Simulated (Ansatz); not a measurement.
BeAg:
```yaml
crystal:
  lattice:
    - [2.93125, 0.00000, 0.00000]
    - [0.00000, 2.93125, 0.00000]
    - [0.00000, 0.00000, 2.93125]
  atoms:
    - { symbol: Be, position: [0.00000, 0.00000, 0.00000] }
    - { symbol: Ag, position: [0.50000, 0.50000, 0.50000] }
```

Relaxed with r²SCAN. Special points in fractions of this cell's reciprocal vectors: Γ (0.000, 0.000, 0.000); X (0.000, 0.500, 0.000); M (0.500, 0.500, 0.000); R (0.500, 0.500, 0.500).

List the band energies nearest the Fermi level at these points for the program Ansatz at the r²SCAN level (PAW).

In eV from the Fermi level; about four levels below and three above (degenerate sets whole), none deeper than 8.9 eV; points with the same levels are listed once.

| k | below | above |
|---|---|---|
| Γ | -6.94 -6.94 -4.78 -4.78 -4.78 | 5.01 5.01 5.01 |
| X | -5.74 -5.74 -5.35 -4.69 -2.44 | 9.33 9.33 11.23 |
| M | -5.44 -5.44 -4.06 -2.30 -2.30 | 3.21 3.65 8.80 |
| R | -7.42 -7.42 -7.42 -4.01 -4.01 | 4.17 4.54 4.54 4.54 |

Space group Pm-3m (CsCl type). The start of the workflow was typed in or built on a structure type; neither database checked (COD, Materials Project) lists it. Whether it is the stable phase at ambient conditions was not checked. Symmetry was held in the r²SCAN relaxation; its stability against distortions is not shown here. No spin polarisation was allowed. Its formation energy is positive at this level, so the cell may be metastable or incomplete. Spin–orbit coupling is left out wherever it is not named.

Potentials: the later of the program's two PAW sets.
